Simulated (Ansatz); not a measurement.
Values for one crystal, relaxed and computed with plane-wave PAW r²SCAN (Ansatz code); other levels are named.

```yaml
volume_per_atom: 14.34 Å³
electronic_character: metallic (no gap)
Formation energy from the elements (no fitted shifts): -598 meV/atom
Density of states at the Fermi level: 0.28 states/eV per atom (mean over ±0.08 eV)
```

### Question
Which of these materials gives this?
A. NbP, P-6m2 (Nb on 1a, P on 1f)
B. SrSnP, P4/nmm (Sr on 2c, Sn on 2c, P on 2c)
C. Tc2P3, C2/m (Pearson symbol mS20)
D. RbP2Ru2, I4/mmm (Rb on 2a, P on 4e, Ru on 4d)

### Answer
C, Tc2P3, C2/m (Pearson symbol mS20)

The first step of the workflow began from a Materials Project structure, measured or hypothetical; the Crystallography Open Database copy checked does not list it. Its standing as an ambient phase is unchecked. The cell was relaxed with r²SCAN under the symmetry of its start; its stability against distortions is not shown here. The run is not spin-polarised. The references are the lowest solids computed at this level, not always the standard phases. Scalar-relativistic: spin–orbit coupling is off unless named, which matters more the heavier the elements.

Potentials: the later of the program's two PAW sets.
